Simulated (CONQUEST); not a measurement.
A self-consistent single point of AlCo (P4/mmm, 2 atoms in the cell; from Materials Project mp-284, changed as shown).

```
AlCo
1.0
    2.83462     0.00000     0.00000
    0.00000     2.80628     0.00000
    0.00000     0.00000     2.83462
Al Co
1 1
Direct
  0.00000   0.00000   0.00000
  0.50000   0.50000   0.50000
```

Method: CONQUEST with PBE, numerical atomic orbitals double-zeta with polarisation (the shipped basis), PseudoDojo norm-conserving potentials made for PBE.

CONQUEST settings:

```
key                                             value
---------------------  ------------------------------
basis                                             DZP
Diag.MPMeshX, Y, Z                              5 5 5
potentials             PseudoDojo norm-conserving PBE
Grid.GridCutoff                                175 Ha
DM.SolutionMethod                              diagon
Diag.kT                                   0.003675 Ha
Diag.GammaCentred                                true
minE.SCTolerance                              1.0e-06
SC.MaxIters                                       100
SC.LinearMixingFactor                             0.3
SC.KerkerPreCondition                            true
SC.KerkerFactor                            0.5 1/bohr
AtomMove.TypeOfRun                             static
```

Results:

```
Item                                                      Value
------------------------------------------------  -------------
Number of valence electrons                                  20
Number of bands                                              32
Number of k-points after the program's reduction             63
Size of the basis                                            32
Number of SCF iterations                                     18
FFT grid                                           32 × 32 × 32
Free energy E − TS                                -4228.1089 eV
Pressure                                               8.98 GPa
```

Stress (GPa, positive for compression):
```
 8.32   0.00   0.00
 0.00  10.31   0.00
 0.00   0.00   8.32
```

For comparison: a first run was changed to give this one (lattice vector b scaled by 0.99), and from it to this one the free energy goes up by 6.2 meV/atom and the pressure goes from 7.13 to 8.98 GPa.

The program uses no crystal symmetry, so grid and mesh can part values that symmetry would make equal. The atom-centred basis is finite, which shifts total energies and pressures against plane waves. The run has no spin polarisation, so moments on Co cannot form. The structure comes from a collection of computed structures, made at another level of theory; the collection holds predicted forms beside known ones. Its lattice was then scaled. No clean gap shows at this smearing width and mesh (spacing up to 0.45 Å⁻¹); the mesh is coarse for partly filled bands, so the values carry mesh errors.

Cost on one core: roughly 90 core-seconds.
